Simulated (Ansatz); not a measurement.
Phase order of Cs (with spin–orbit coupling)

Structure types of Cs are relaxed in primitive cells with their symmetry kept at 0 GPa, first on PAW files, then by LAPW. The enthalpy is E + pV at zero temperature, without zero-point motion. Only the types listed were tried, and differences under about 5 meV/atom are mesh noise. The real phase may be another.

Level of theory: DFT with LDA, with spin–orbit coupling, in Ansatz 0.2.0; Fermi–Dirac smearing of 0.05 eV, no spin polarisation. LAPW: all electrons, basis error target 0.5 meV/atom; PAW: frozen-core files, cutoff 420 eV.

k meshes: fcc 10×10×10, bcc 10×10×10, hcp 9×9×5.

The PAW files were made under PBE.

Q: Which type is lowest in enthalpy, and by how much?

A: hcp, 5 meV/atom below fcc, which is within the noise of the k meshes. The whole table:

```
start type        ends as          a, b, c (Å)  V (Å³/atom)  H − H(lowest), LAPW (meV/atom)  same, PAW
       fcc     fcc, Fm-3m  7.267, 7.267, 7.267        95.96                             4.9        4.9
       bcc     bcc, Im-3m  5.768, 5.768, 5.768        95.96                             5.9        5.9
       hcp  hcp, P6_3/mmc  5.153, 5.153, 8.347        95.96                             0.0        0.0
```
